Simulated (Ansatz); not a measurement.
This InGa2P3 structure is the end of a relaxation. The cell was found from a structure generator's guess, not taken from experiment.

The calculation used Ansatz 0.2.0, DFT PBE, scalar-relativistic, plane waves, PAW. Cutoff 420 eV, Γ-centred mesh, Gaussian smearing, no spin polarisation.

```
CELL_PARAMETERS angstrom
-1.99426 1.99426 8.53460
1.99426 -1.99426 8.53460
1.99426 1.99426 -8.53460
ATOMIC_POSITIONS crystal
In 0.00000 0.00000 0.00000
Ga 0.67087 0.67087 0.00000
Ga 0.32913 0.32913 0.00000
P 0.90741 0.40741 0.50000
P 0.25000 0.75000 0.50000
P 0.59259 0.09259 0.50000
```

Energies over the elements count from the elements' standard structures at the same level, with no fitted energy shifts. The references include black phosphorus.

(1) What space group does it have?

(2) How far does it lie from the elements in energy?

(3) Is it a metal?

Results:

(1) I-4m2 (No. 119), with In and Ga ordered on zinc blende sites. Conventional cell: a = 3.989 Å, c = 17.069 Å. In has 4 P at 2.54 Å; around Ga lie 4 P at 2.40–2.41 Å; P on a site of symmetry 2mm has 2 Ga at 2.40 Å and 2 In at 2.54 Å; around P on a site of symmetry -4m2 lie 4 Ga at 2.41 Å.

(2) −0.348 eV/atom. A negative formation energy is needed for stability but isn't enough: competing phases decide.

(3) No, the gap on the 10×10×10 mesh is 0.99 eV.

The last run used a 10×10×10 mesh for its 6-atom cell and Gaussian smearing of 0.02 eV. Kohn–Sham gaps at this level usually fall short of measured ones. The reference form of P is held partly by dispersion forces, which this level lacks. A later test with randomly moved atoms came back to the same energy, though modes that don't fit the test's cell weren't probed.
